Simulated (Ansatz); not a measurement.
Cr (bcc (W type)), relaxed with PBEsol (Ansatz, an electronic-structure program, plane waves, PAW): a = b = c = 2.814 Å, α = β = γ = 90.00°.

- B₀ by P(V) fit (GPa): 282
- K_Hill (GPa): 282
- G_Hill (GPa): 133
- Θ_D (K): 617

**Question.** The same phase is relaxed and computed with LDA in the same code. What are the cell and these values now?

**Answer.** a = 2.788 Å, b = 2.788 Å, c = 2.788 Å, α = 90.00°, β = 90.00°, γ = 90.00°.

- B₀ by P(V) fit (GPa): 301
- K_Hill (GPa): 301
- G_Hill (GPa): 135
- Θ_D (K): 619

Began spin-polarised and lost the moments: Cr, bcc (W type) with PBEsol; Cr, bcc (W type) with LDA. All cells were relaxed under the symmetry of their starts (and spin orders); stability against distortions was not tested throughout.

Potentials: the later of the program's two PAW sets.

Ansatz is a plane-wave DFT program.
